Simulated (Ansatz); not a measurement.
# LiRh: how the free axis answers a strain

LiRh, P-6m2, a = 2.626 Å, c = 4.326 Å. The structure is a Materials Project entry; whether it is the stable form wasn't checked. Ansatz: PBEsol, PAW, 420 eV, Γ-centred 18×18×10 mesh on 2 atoms, Gaussian smearing 0.10 eV; no spin polarisation. Series: uniaxial strain along c, with a, b and atoms relaxed; x is the strain in per cent. y is the change of a in per cent of 2.626 Å.

| x (%) | y (%) |
| --- | --- |
| -6.0 | 0.53 |
| -4.0 | 0.31 |
| -2.0 | 0.15 |
| 0.0 | 0.00 |
| 2.0 | -0.10 |
| 4.0 | ? |

Question: Fit y = c1 x + c2 x² to the other rows, say what c1 measures, and predict the missing y.

Answer: Least squares on the rows shown. y = −0.06046 x + 0.004615 x². So −c1 = 0.060 is Poisson's ratio for this pair of axes. At x = 4.0 the fit asked for gives -0.17 %. The run gave -0.18 %, so the fit is 0.01 % too high, within twice the rms miss on the fitted rows (0.006 %). The form still works here, 25 % of the fitted range beyond its end.

1 further run of this set didn't finish or converge.